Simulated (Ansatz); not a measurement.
## From a trial cell to the properties of BiAu (zincblende structure)

Level of theory: DFT, r²SCAN, scalar-relativistic, no spin polarisation; plane waves to 500 eV with PAW datasets (Ansatz 0.2.0), Γ-centred 10×10×10 mesh, 0.05 eV Gaussian smearing; PAW files: Ansatz's generated set soft_2.

The cell came from substitution into a structure type; no database entry of this phase was matched, which doesn't show that none exists.

The start:

```
Au Bi
1.0
     0.00000    2.84510    2.84510
     2.84510    0.00000    2.84510
     2.84510    2.84510    0.00000
Au Bi
1 1
Direct
  0.00000 0.00000 0.00000
  0.25000 0.25000 0.25000
```

The first steps of the search for zero pressure:

| run | level | k-mesh | kind | V (Å³/atom) | P (GPa) | gap on the mesh (eV) |
| --- | --- | --- | --- | --- | --- | --- |
| 1 | PBE, 420 eV | 6×6×6 | fixed cell | 23.03 | 48.1 | metal |
| 2 | PBE, 420 eV | 6×6×6 | fixed cell | 25.79 | 25.0 | metal |

(1) At which volume does r²SCAN reach zero pressure?

Answer:

(1) 32.34 Å³/atom, about 40.4 % over the start.

The steps that followed:

| run | level | k-mesh | kind | V (Å³/atom) | P (GPa) | E − E(final) (meV/atom) | gap on the mesh (eV) |
| --- | --- | --- | --- | --- | --- | --- | --- |
| 3 | PBE, 420 eV | 6×6×6 | fixed cell | 28.89 | 10.9 | – | metal |
| 4 | PBE, 420 eV | 6×6×6 | fixed cell | 32.36 | 2.3 | – | metal |
| 5 | PBE, 420 eV | 6×6×6 | fixed cell | 33.82 | -0.1 | – | metal |
| 6 | r²SCAN | 10×10×10 | fixed cell | 33.82 | -2.3 | 10.9 | metal |
| 7 | r²SCAN | 10×10×10 | fixed cell | 33.31 | -1.5 | 4.7 | metal |
| 8 | r²SCAN | 10×10×10 | fixed cell | 32.34 | 0.0 | 0.0 | metal |

The cell is relaxed to zero pressure at this level.

The final structure (symmetry read at 0.01 Å). Symmetry: F-43m, No. 216, cubic system. The conventional cell has a = 6.372 Å, b = 6.372 Å, c = 6.372 Å, α = 90.00°, β = 90.00°, γ = 90.00°. Au (site symmetry -43m) has 4 Bi at 2.76 Å as nearest neighbours. Bi (site symmetry -43m) is surrounded by 4 Au at 2.76 Å. (Neighbours are counted to 15 % beyond the shortest distance.)

| atom | site | symmetry | x | y | z |
| --- | --- | --- | --- | --- | --- |
| Au | 4a | -43m | 0.0000 | 0.0000 | 0.0000 |
| Bi | 4d | -43m | 0.2500 | 0.2500 | 0.7500 |

- At the final geometry the gap, band path included, is zero (metallic).
- The equation of state gives B0 = 58 GPa and B0′ = 5.2.
- Against the elements' standard states, run alike and uncorrected, the formation energy is 0.27 eV/atom, so this structure is unstable against them at this level.
- The runs in the table took roughly 1 core-minutes.

For elements this heavy, spin–orbit coupling would shift levels and gaps; it isn't included here.
